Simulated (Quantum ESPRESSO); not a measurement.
# Kohn-Sham bands of InHO2 (Pnnm)

```
InHO2
1.0
    4.52393     0.00000     0.00000
    0.00000     5.28058     0.00000
    0.00000     0.00000     3.28851
In H O
2 2 4
Direct
  0.50000   0.50000   0.50000
  0.00000   0.00000   0.00000
  0.50000   0.00000   0.50000
  0.00000   0.50000   0.00000
  0.27966   0.86937   0.50000
  0.72034   0.13063   0.50000
  0.77966   0.63063   0.00000
  0.22034   0.36937   0.00000
```

Cell from Materials Project (mp-632711), symmetrised, no further relaxation. Not found in the COD (Crystallography Open Database) copy used, which has the formula in other groups; not checked further. Method: PBEsol plane waves in Quantum ESPRESSO 7.5 (PseudoDojo norm-conserving files, 68 Ry, spinors with spin-orbit coupling), Bloch states on a 4×4×6 mesh through Γ, Wannier90 4.0.1. Density: 8×6×10 mesh, Gaussian smearing 0.01 Ry.

Energies are relative to the valence-band maximum; weights are on the orthonormalised atomic waves of the pseudopotential files, averaged over the group. 52 electrons a cell are treated as valence.

| bands | from (eV) | to (eV) | filling | weight on atomic waves |
|---|---|---|---|---|
| 1–4 | -18.26 | -17.35 | filled | [?] |
| 5–8 | -16.76 | -15.94 | filled | [?] |
| 9–16 | -12.64 | -12.08 | filled | [?] |
| 17–28 | -11.86 | -10.66 | filled | [?] |
| 29–52 | -6.02 | 0.00 | filled | [?] |

Task: Which atomic shells make up each group?

Result: 
- 1–4, weight on atomic waves: O 2s 67 %, H 1s 14 %, In 5p 11 %
- 5–8, weight on atomic waves: O 2s 80 %, In 5p 9 %, In 4d 8 %
- 9–16, weight on atomic waves: In 4d 96 %
- 17–28, weight on atomic waves: In 4d 95 %
- 29–52, weight on atomic waves: O 2p 81 %, In 5p 6 %, In 5s 5 %

The Kohn-Sham gap over both meshes and the path is 1.99 eV.
